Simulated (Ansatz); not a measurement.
## Ionic part of the dielectric constant of MgAl2C2 at 25 GPa, mode by mode

Level of theory: DFT LDA, scalar-relativistic, plane waves, PAW in Ansatz 0.2.0. Settings: 420 eV plane-wave cutoff, Γ-centred 12×12×6 mesh, fixed occupations. No spin polarisation. Phonons by linear response, acoustic sum rule imposed.

It takes space group P-3m1 (No. 164, trigonal). The conventional cell has a = 3.231 Å, b = 3.231 Å, c = 5.351 Å, α = 90.00°, β = 90.00°, γ = 120.00°. Mg (site symmetry -3m) has 6 C at 2.33 Å and 6 Al at 2.63 Å as nearest neighbours. Al (site symmetry 3m) is surrounded by 4 C at 1.92 to 2.10 Å. C (site symmetry 3m) has 4 Al at 1.92 to 2.10 Å as nearest neighbours.

Other phases may be more stable at this pressure.

The primitive cell has V = 48.38 Å³ and ε∞,zz = 8.124. Each polar mode adds Δε = (4.92064×10⁷/V)·S/ν² along z, with S its oscillator strength in e²/amu, ν in cm⁻¹ and V in Å³.

Task: From these modes, find each Δε and ε0,zz.
| ν (cm⁻¹) | S_zz (e²/amu) |
| --- | --- |
| 415.9 | 1.966 |
| 538.3 | 0.5444 |

Result:
```
ν (cm⁻¹)     Δε
   415.9  11.57
   538.3   1.91
```

The sum is 13.476, so ε0,zz = 21.60; the run's tensor has 21.60.

Task: Where do the longitudinal modes lie for a wave vector along z?

Result: At 505, 722 cm⁻¹. The Lyddane–Sachs–Teller product Π(ν_LO/ν_TO)² = 2.66 matches ε0/ε∞ = 2.66.

Cost: 1 run of about 3.8 core-minutes, on Arm Neoverse V2 (shared hosts).